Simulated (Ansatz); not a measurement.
CuI:
```yaml
crystal:
  lattice:
    - [4.07026, 0.00000, 0.00000]
    - [0.00000, 4.07026, 0.00000]
    - [0.00000, 0.00000, 6.40131]
  atoms:
    - { symbol: Cu, position: [0.50000, 0.50000, 0.50000] }
    - { symbol: Cu, position: [0.00000, 0.00000, 0.50000] }
    - { symbol: I, position: [0.50000, 0.00000, 0.76357] }
    - { symbol: I, position: [0.00000, 0.50000, 0.23643] }
```

Relaxed with r²SCAN+D4. Special points in fractions of this cell's reciprocal vectors: Γ (0.000, 0.000, 0.000); X (0.000, 0.500, 0.000); M (0.500, 0.500, 0.000); Z (0.000, 0.000, 0.500); R (0.000, 0.500, 0.500); A (0.500, 0.500, 0.500).

### Question
List the band energies nearest the valence-band maximum at these points for r²SCAN+D4 with spin–orbit coupling (plane waves, PAW; program Ansatz).

### Answer
In eV from the valence-band maximum; about four levels below and three above (degenerate sets whole), none deeper than 8.9 eV; points with the same levels are listed once.

```csv
k,below,above
Γ,-0.28 -0.28 0.00 0.00,1.88 1.88 3.22 3.22
X,-0.71 -0.71 -0.71 -0.71,3.93 3.93 3.93 3.93
M,-1.28 -1.28 -1.28 -1.28,2.69 2.69 2.69 2.69
Z,-0.65 -0.65 -0.39 -0.39,3.47 3.47 3.60 3.60
R,-0.65 -0.65 -0.65 -0.65,2.45 2.45 2.45 2.45
A,-1.19 -1.19 -1.19 -1.19,4.12 4.12 4.12 4.12
```

Space group P4/nmm. The start of the workflow was typed in or built on a structure type; the Crystallography Open Database copy checked does not list it. It is not the phase usual at ambient conditions (space group No. 216). The r²SCAN+D4 relaxation kept the symmetry of its start; its stability against distortions is not shown here. The workflow began spin-polarised and lost its moments.

Potentials: the earlier of the program's two PAW sets.
